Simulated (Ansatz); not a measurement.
## Relaxation path: bcc Ta (100), 3 layers

DFT, PBE, PAW with Ansatz's default frozen-core files, scalar-relativistic (Ansatz 0.2.0); a Γ-centred 12×12×1 k mesh, Fermi–Dirac smearing of 0.08 eV, no spin polarisation. The run relaxes the atoms in the fixed cell.

Command: `ansatz run input.yaml --threads 1 --pin off --max-ram 3584MiB --backend cpu --events-out ev --progress --plain --runs-dir out` It took 44 s on 1 thread of Intel(R) Xeon(R) Platinum 8488C (Sapphire Rapids) (shared host), peak memory 0.5 GiB.

```yaml
crystal:
  lattice:
    - [3.319554717, 0.0, 0.0]
    - [0.0, 3.319554717, 0.0]
    - [0.0, 0.0, 19.3196]
  atoms:
    - { symbol: Ta, position: [0.0, 0.0, 0.4140884201] }
    - { symbol: Ta, position: [0.5, 0.5, 0.5] }
    - { symbol: Ta, position: [0.0, 0.0, 0.5859115799] }
kpoints:
  mp_grid: { grid: [12, 12, 1] }
scf:
  occupations: { method: fermi_dirac, width: 0.08 }
hamiltonian:
  xc: pbe
  pseudopotentials: { kind: paw }
output:
  forces: true
  stress: true
  eigenvalues: true
  write_density: true
  write_potential: true
  elf: true
  volumetric_format: npy
relax:
  f_tol: 0.01
  max_steps: 40
efield:
  axis: 3
  amplitude: 0
  dipole_correction: true
```

Each step lists its free energy a cell above the last geometry, and Cartesian positions (Å) with forces (eV/Å).

The first step:

```
step 1  dF = 501.07 meV
  Ta 0.0000 0.0000 8.0000   0.0000 0.0000 1.8090
  Ta 1.6598 1.6598 9.6598   0.0000 0.0000 0.0000
  Ta 0.0000 0.0000 11.3196   0.0000 0.0000 -1.8090
```

Spin–orbit coupling is left out, which matters for the heavy atoms.

Q: Where does the relaxation end, and by which steps?

A: After 5 geometries, with a shortest distance of 2.752 Å. The further steps:
```
step 2  dF = 10.89 meV
  Ta 0.0000 0.0000 8.1950   0.0000 0.0000 0.3877
  Ta 1.6598 1.6598 9.6598   0.0000 0.0000 0.0000
  Ta 0.0000 0.0000 11.1246   0.0000 0.0000 -0.3878
step 3  dF = 0.29 meV
  Ta 0.0000 0.0000 8.2182   0.0000 0.0000 0.0646
  Ta 1.6598 1.6598 9.6598   0.0000 0.0000 -0.0001
  Ta 0.0000 0.0000 11.1014   0.0000 0.0000 -0.0645
step 4  dF = 0.03 meV
  Ta 0.0000 0.0000 8.2240   0.0000 0.0000 -0.0210
  Ta 1.6598 1.6598 9.6598   0.0000 0.0000 0.0000
  Ta 0.0000 0.0000 11.0956   0.0000 0.0000 0.0210
step 5  dF = 0.00 meV
  Ta 0.0000 0.0000 8.2226   0.0000 0.0000 -0.0001
  Ta 1.6598 1.6598 9.6598   0.0000 0.0000 0.0000
  Ta 0.0000 0.0000 11.0970   0.0000 0.0000 0.0000
```
